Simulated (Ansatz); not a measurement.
A distorted cell of CoSn (CoSn type, space group P6/mmm):

```xyz
6
Lattice="5.2416 0.0000 0.0000 -2.6208 4.5394 0.0000 0.0000 0.0000 4.1879" Properties=species:S:1:pos:R:3 pbc="T T T"
Co     2.6208     0.0000     0.0000
Co     1.3104     2.2697    -0.2080
Co    -1.3104     2.2697     0.0000
Sn     0.0000     0.0000     0.0000
Sn     0.0000     3.0263     2.0940
Sn     2.6208     1.5131     2.0940
```

All values below come from r2SCAN (plane waves to 500 eV, PAW, scalar-relativistic; Ansatz, a first-principles code). k mesh 8×8×9 (Γ-centred), Fermi-Dirac smearing 0.05 eV. The energy includes the smearing's −TS. Stress and pressure are positive under compression. With partly filled bands, energies and forces of such displacements shift with the k mesh and the smearing. CoSn is run without spin polarisation. CoSn was relaxed with its symmetry unable to fall.

**Question.** Predict the force on every atom, in eV/Å.

**Answer.** 
```json
[
 {"atom": "Co1", "Fx": "0.000", "Fy": "0.000", "Fz": "0.157"},
 {"atom": "Co2", "Fx": "0.000", "Fy": "0.000", "Fz": "1.746"},
 {"atom": "Co3", "Fx": "0.000", "Fy": "0.000", "Fz": "0.157"},
 {"atom": "Sn4", "Fx": "0.000", "Fy": "0.000", "Fz": "-0.142"},
 {"atom": "Sn5", "Fx": "-0.264", "Fy": "0.152", "Fz": "-0.959"},
 {"atom": "Sn6", "Fx": "0.264", "Fy": "-0.152", "Fz": "-0.959"}
]
```

**Question.** Give the stress tensor in GPa and the pressure.

**Answer.** 
```
    0.9     -0.7      0.0
   -0.7      0.1      0.0
    0.0      0.0      2.2
```
The pressure, a third of the trace, is 1.1 GPa.

**Question.** In it atom 2 sits (0.000, 0.000, -0.208) Å away from its relaxed site. What is its energy relative to the relaxed cell?

**Answer.** 170 meV/cell.

(For displaced atoms, the force is minus the slope of the energy, and its curvature is a force constant, which sets phonon frequencies.)
